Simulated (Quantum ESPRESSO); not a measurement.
# Where does O sit best among S sites?

The results below are calculated, not measured. They come from pw.x of Quantum ESPRESSO 7.5, a plane-wave density functional program, with PseudoDojo standard norm-conserving files (v0.5 for PBE, v0.4.1 for LDA and PBEsol). The cells are made up: elements, strain and atom displacements were drawn at random, and nothing was relaxed. There is no spin polarisation, spin-orbit coupling or dispersion term.

The cell has 8 sites of a wurtzite lattice (rectangular cell). Sites 1 to 4 hold Zn Zn Zn Zn; sites 5 to 8 hold X X X X. Cell vectors in Å: (4.045, -0.019, 0.051); (-0.033, 6.859, 0.062); (0.083, 0.058, 6.395). Settings: PBE, cutoff 1143 eV, 4 x 4 x 4 k mesh shifted by half a step, Fermi-Dirac smearing of 0.025 eV.

In each run one of the sites marked X holds O and the others hold S; cell and positions stay the same. E is the free energy of the cell.

```
site of the guest  first shell  mean distance (Å)  E above the lowest (eV)  P (GPa)  force on the guest (eV/Å)
                5          Zn4              2.413                    0.000    -9.12                      0.347
                6          Zn4              2.435                    0.134    -8.81                      0.155
                7          Zn4              2.420                    0.046    -9.03                      0.376
                8          Zn4              2.470                    0.273    -8.49                      0.262
```

A rerun of one of these cells at 1437 eV and k mesh 6 x 6 x 6 moved values by no more than 0.015 eV in the cell's energy, 0.12 GPa in stress and 0.005 eV/Å in force.

## Reading the table

Site 5 is lowest, by 0.046 eV, over three times the rerun's bound. A straight line of energy against the mean distance has a slope of 4.7 ± 0.4 eV/Å, so the guest costs less on the tighter sites. The positions are random and not relaxed, so the differences hold for this frozen cell and are not site preferences of a real crystal.